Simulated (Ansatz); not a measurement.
# Calculated Zn-67 nuclear quadrupole resonance for CaZn2H10O8

Cell: a Materials Project structure (computed, not necessarily an observed phase).

Space group P2_1/c (No. 14); a = 6.2155, b = 9.9755, c = 6.9250 Å, β = 106.44°.

| site | Wyckoff | site symmetry | x | y | z |
| --- | --- | --- | --- | --- | --- |
| Ca | 2a | -1 | 0.0000 | 0.5000 | 0.5000 |
| Zn | 4e | 1 | 0.4673 | 0.2512 | 0.8141 |
| H7 | 4e | 1 | 0.5738 | 0.4616 | 0.2452 |
| H11 | 4e | 1 | 0.3393 | 0.5677 | 0.9750 |
| H15 | 4e | 1 | 0.8184 | 0.4033 | 0.8300 |
| H19 | 4e | 1 | 0.1793 | 0.2852 | 0.9749 |
| H23 | 4e | 1 | 0.9139 | 0.2805 | 0.7323 |
| O27 | 4e | 1 | 0.2889 | 0.2110 | 0.0171 |
| O31 | 4e | 1 | 0.3760 | 0.5744 | 0.1230 |
| O35 | 4e | 1 | 0.6859 | 0.3894 | 0.3028 |
| O39 | 4e | 1 | 0.9621 | 0.3712 | 0.7778 |

One atom of each set is listed.

Method: Kohn–Sham DFT in Ansatz, PBE, plane waves and PAW, scalar-relativistic, 420 eV cutoff, Γ-centred 4×2×3 k-points, Fermi–Dirac smearing 0.02 eV.

Zn-67: I = 5/2, Q = 122.0 mb (year-2017 value). Static lattice, zero field.

**Question.** Predict the zero-field Zn-67 lines of each site.

**Answer.** For I = 5/2 and η = 0 the lines are 3|C_Q|/20 and twice that; η pulls their ratio below 2. At large η the states mix, and weaker lines appear at sums of the main ones; lines under 5 % of the strongest are left out.

```tsv
site	atoms	V_zz (10²¹ V/m²)	C_Q (MHz)	η	line frequencies (MHz)
Zn	4	-3.15	-9.30	0.76	2.09, 2.56, 4.65
```
